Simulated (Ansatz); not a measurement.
**SiO2: two-dimensional strain map**

Method: Ansatz 0.2.0, DFT r2SCAN, scalar-relativistic, plane waves, PAW. Cutoff 500 eV, Γ-centred 6×6×6 k-points, Gaussian smearing of 0.05 eV. No spin polarisation. Energies are free energies at this smearing, counted from the undisturbed cell; pressure is positive in compression.

Reference structure (relaxed at this level; this form isn't the usual structure):

```xyz
6
Lattice="-2.4732 2.4732 3.6564 2.4732 -2.4732 3.6564 2.4732 2.4732 -3.6564" Properties=species:S:1:pos:R:3 pbc="T T T"
Si    0.0000    0.0000    0.0000
Si    0.0000    2.4732    1.8282
O     1.2366    2.9588    2.7423
O     0.4856    1.2366    0.9141
O    -1.2366    1.9877    2.7423
O    -0.4856    3.7099    0.9141
```

The cell is strained by p along both x and y and by q along z, fractional coordinates fixed. Points are written (p, q).

Energy above the undisturbed cell in meV/atom (a dash: not computed):

```csv
p \ q,-0.050,-0.025,0.000,0.025,0.050
-0.050,206.3,141.2,?,?,40.0
-0.025,87.6,?,21.9,9.7,10.6
0.000,24.4,6.0,0.0,5.9,23.2
0.025,9.6,9.4,20.0,41.1,72.3
0.050,36.8,51.8,?,110.1,152.7
```

(1) Fill in the withheld energies.

Results:

(1) (-0.050, 0.000): 92.1; (-0.050, 0.025): 58.6; (-0.025, -0.025): 47.8; (0.050, 0.000): 76.4.